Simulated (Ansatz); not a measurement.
Ansatz input

```yaml
crystal:
  lattice:
    - [0.0, 2.6871228838, 2.6871228838]
    - [2.6871228838, 0.0, 2.6871228838]
    - [2.6871228838, 2.6871228838, 0.0]
  atoms:
    - { symbol: Pd, position: [1.0, 0.0, 0.0], spin: 0.5 }
    - { symbol: Pd, position: [0.5, 0.5, 0.5], spin: -0.5 }
hamiltonian:
  xc: r2scan
  pseudopotentials:
    kind: paw
    azcp:
      Pd: "pseudopotentials/Pd.paw.azcp"
basis:
  ecutwfc: 500
  fft_grid_basis: typed
kpoints:
  mp_grid: { grid: [12, 12, 12], shift: [0, 0, 0] }
magnetization:
  spin_polarized: true
scf:
  occupations: { method: fermi_dirac, width: 0.05 }
  lower_state_search: "off"
output:
  stress: true
```

and its output:

```
Engine: ansatz 0.2.0, x86_64-unknown-linux-gnu
Pseudopotentials: kind: paw
Pseudopotential: Pd, paw, valence charge 18, recommended cutoff 500 eV (meta_gga) 
Functional definition: r2SCAN
  parameter k0 = 0.174
  parameter k1 = 0.065
  parameter a1 = 4.9479
  exchange = r2scan_x(k0 = k0, k1 = k1, a1 = a1)
  correlation = r2scan_c
Crystal: 2 atoms, lattice volume = 38.805 Å³
Basis set: ecut = 500 eV, 965 PW (Γ), exchange–correlation on 120×120×120 points (64 copies of the dense FFT grid, shifted against one another)
Bands: 23, of which v1, the nominal top of the filled ones, is band 18 counted from 1 (17 counted from 0)
Symmetry: 48 space group operations
Space group: Fm-3m (ITA 225), of the structure as read, at distance tolerance 3.4e-5 Å
Magnetic group: BNS 225.121 (UNI 1623), of the structure as read, at distance tolerance 3.4e-5 Å
k-points: 72 of 1728
Non-local potential: Pd, projectors of the file, l = 0: 2, l = 1: 2, l = 2: 2, l = 3: 1
PAW form: soft (Blöchl's): semilocal exchange-correlation on the pseudo side does not see the compensation charge
PAW frozen core: Pd, regenerated for the run's functional (the file was generated under x = pbe(κ = 0.804, μ = 0.2195149727645171), c = pbe(β = 0.06672455060314922))
PAW one-centre angular grid: Pd, 590 points (default); XC on 160 Gauss nodes
Initial density: superposition of atomic densities (chi_scale 0.1, normalization cell)
Starting moments: Σ|m| = 1 μB on 2 of 2 sites
Starting magnetic order: antiferromagnet; a translation exchanges its spin sublattices: spin-degenerate at every k-point
Initial wavefunctions: pseudopotential atomic-orbital guess
Functional: x = r2scan, c = r2scan; τ floored in thin density (d = 2e-4 eV/Å³)
SCF iter   1: F=-13967.286342 eV  HF=-13971.585585 eV  |F-HF|=4.30e0  |Δ(HF+E_count)|=         —  Δρ=6.24e-2 (↑6.24e-2 ↓6.24e-2)  dr2=5.80e0  dr2_τ=4.09e-2  dr2_m=1.72e-1  M=0.000 μB ∫|m|=0.310 μB  β_m=0.30  ethr=3.10e-3  ⟨swp⟩=5.0  Hψ=6826  notcnv=0
spin=Collinear: Kerker preconditioning applied to the charge; magnetization (m = ρ↑ − ρ↓) channel mixes plain (no charge-response kernel on spin).
SCF iter   2: F=-13969.573994 eV  HF=-13970.600660 eV  |F-HF|=1.03e0  |Δ(HF+E_count)|=   9.85e-1  Δρ=3.63e-2 (↑3.63e-2 ↓3.63e-2)  dr2=1.68e0  dr2_τ=1.93e-2  dr2_m=1.12e-1  M=0.000 μB ∫|m|=0.231 μB  β_m=0.30  ethr=3.10e-3  ⟨swp⟩=2.5  Hψ=3733  notcnv=0  defer=4  κ⁻¹=1.0e0(r=1)
SCF iter   3: F=-13970.336730 eV  HF=-13970.298558 eV  |F-HF|=3.82e-2  |Δ(HF+E_count)|=   3.02e-1  Δρ=1.85e-2 (↑1.85e-2 ↓1.85e-2)  dr2=1.16e-1  dr2_τ=8.94e-3  dr2_m=7.24e-2  M=0.000 μB ∫|m|=0.169 μB  β_m=0.30  ethr=3.10e-3  ⟨swp⟩=2.2  Hψ=3026  notcnv=0  defer=4  κ⁻¹=1.8e-3(r=2)
...
iter 15 did not close the SCF: its close was put off for a magnetic moment that had not settled (scf_convergence_deferred on its scf_iter line)
SCF iter  15: F=-13970.356340 eV  HF=-13970.356340 eV  |F-HF|=1.13e-10  |Δ(HF+E_count)|=   2.29e-9  Δρ=1.12e-6 (↑1.12e-6 ↓1.12e-6)  dr2=7.32e-10  dr2_τ=2.70e-11  dr2_m=1.51e-10  M=0.000 μB ∫|m|=0.000 μB  β_m=0.30  ethr=6.83e-12  ⟨swp⟩=1.0  Hψ=4470  notcnv=0  κ⁻¹=8.0e-9(r=8)
SCF iter  16: F=-13970.356340 eV  HF=-13970.356340 eV  |F-HF|=3.71e-10  |Δ(HF+E_count)|=  1.89e-10  Δρ=2.15e-7 (↑2.15e-7 ↓2.15e-7)  dr2=1.18e-11  dr2_τ=3.35e-12  dr2_m=6.55e-12  M=0.000 μB ∫|m|=0.000 μB  ethr=2.03e-12  ⟨swp⟩=1.0  Hψ=4885  notcnv=0
WARN: the starting moments were not kept: the SCF closed with an absolute magnetisation of 2.2e-6 μB, where they sum to 1 μB in size (2 sites). That is at most 0.1 of that sum. Measured as dr2_m measures the in/out step, that magnetisation stands 6.0e-13 eV from none, at or under the dr2_threshold of 1.0e-7 eV: it is no larger than a step whose dr2_m would equal this threshold. The system may hold no moment; this SCF shows only that its start led to no more than that. To try another start: raise the starting moments (crystal.atoms[].spin, magnetization.per_species, magnetization.initial_magnetization, or on a non-collinear deck that types none of these the spinor_matrix: blocks that start its atoms; where the total moment is fixed, keep their sum and leave initial_magnetization as it is; typed ones take the place of any that the run laid by itself, positive ones on a crystal's lanthanoids without a Hubbard term where scf.initial_density.shell_occupations: [] is typed) or, if the notice of its spin-set hold's release reads "site moments contracting" or "site moments show no strong build", lengthen the hold (scf.mixing.spin_hold: { on: { confirm: 4 } }; for m-r²SCAN on two components see the key's manual first). Each may lead to a state that holds a moment. A second SCF, from the converged charge density, with the starting moments and any scf.initial_density.shell_occupations laid on it anew, would have followed, and was not run: the deck does not ask for one (magnetization.retry_lost_moments is false, the default). To let it run, set magnetization.retry_lost_moments: true and run the deck again, where that key's refused combinations let it; where memory then withholds it, that run's warning says so.
SCF 1 converged in 16 iterations: F = -13970.356340 eV  dr2 = 1.18e-11
this state was not tested for a lower state beside it, because the mixer in use, unlike msr1, does not test its closes by its own steps (another_mixer; see scf.mixing.algorithm and scf.lower_state_search)
SCF converged after 16 iterations
Magnetization: 0.0000 μB (18.0000 up, 18.0000 down)
Absolute magnetization: 0.0000 μB (∫|ρ↑−ρ↓|, with the PAW one-centre terms)
Spin contamination: 0.0000 ħ² per cell (⟨S²⟩ above its minimum at these occupations)
Per-site moments (μB) at R_I (Å): [(-2.013069716741707e-7, 1.1084381895675), (2.0130697167417067e-7, 1.1084381895675)]
Free energy (F): -13970.356340 eV
Harris-Foulkes:  -13970.356340 eV  (|F-HF|=3.71e-10)
Internal energy: -13970.334797 eV  (E = F + TS)
E sigma→0 (E₀):  -13970.345568 eV
Entropy (-TS):   -0.021543 eV (-10.771 meV/atom)
Fermi energy:    13.534791 eV
--- Per-component energies (eV) ---
  E_band       = -507.334624
  E_kinetic    = 1029.061385
  E_local      = -4443.371008  (includes V_loc(G=0)·N_el)
  E_nonlocal   = 437.338852
  E_hartree    = 1797.098583
  E_xc         = -317.534270
  E_vxc        = -460.422191  (∫ρ·V_xc dr)
  E_paw        = -7545.800404  (= ΣΔE_a)
  E_vpaw       = -698.190506  (= ΣTr[D̂ρ^β])
  E_aug_tail   = 0.000229  (compensation charges beyond the density's cutoff)
  E_vtau       = 34.051124  (kinetic-family band-sum trace: ∫τ·v_τ [+ j·A + Jᵃ·Aᵃ] dr)
  E_ewald      = -4926.223990
  E_core_change = -0.904173  (= ΣΔE_core)
  E_smearing   = -0.021543  (= −TS)
  E_closure    = 0.000000  (closes the sum)
  Σ components = -13970.356340   (vs F -13970.356340, Δ=0.00e0)
--- Stress (GPa, compression-positive) ---
      -11.289639       0.000000      -0.000000
       -0.000000     -11.289639       0.000000
        0.000000      -0.000000     -11.289639
  P = ⅓ Tr σ = -11.2896 GPa (-112.896 kbar)
```

Command:

```sh
ansatz run input.yaml --threads 1 --pin off --max-ram 3584MiB --backend cpu --events-out ev --progress --plain --runs-dir out
```

On 1 thread of Intel(R) Xeon(R) Platinum 8259CL CPU @ 2.50GHz (Skylake/Cascade Lake) (shared host) this took about 27 s of wall time and 26 s of CPU time.
